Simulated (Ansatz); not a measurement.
BAs:
```
CELL_PARAMETERS angstrom
      3.32894     0.00000     0.00000
     -1.66447     2.88295     0.00000
      0.00000     0.00000     5.51371
ATOMIC_POSITIONS crystal
  B  0.33333 0.66667 0.37453
  B  0.66667 0.33333 0.87453
  As 0.33333 0.66667 0.00047
  As 0.66667 0.33333 0.50047
```

Cartesian axes are those of the cell as given.

Q: Give the high-frequency dielectric tensor and the Born effective charge tensors of the independent atoms from DFPT, DFT-LDA in the program Ansatz with PAW potentials.

A: 
ε∞:
```
9.31  0.00  0.00
0.00  9.31  0.00
0.00  0.00  10.1
```
Z* of atom 1 (B), rows: field, columns: displacement, in e:
```
-0.56   0.00   0.00
 0.00  -0.56   0.00
 0.00   0.00  -0.56
```
Z* of atom 3 (As), rows: field, columns: displacement, in e:
```
0.56  0.00  0.00
0.00  0.56  0.00
0.00  0.00  0.56
```

Space group P6_3mc (wurtzite). The first step of the workflow began from a Materials Project structure, measured or hypothetical; the Crystallography Open Database copy checked does not list it. It is not the phase usual at ambient conditions (space group No. 216). The cell was relaxed with LDA under the symmetry of its start; its stability against distortions is not shown here. Spin–orbit coupling is left out wherever it is not named.

Potentials: the later of the program's two PAW sets.
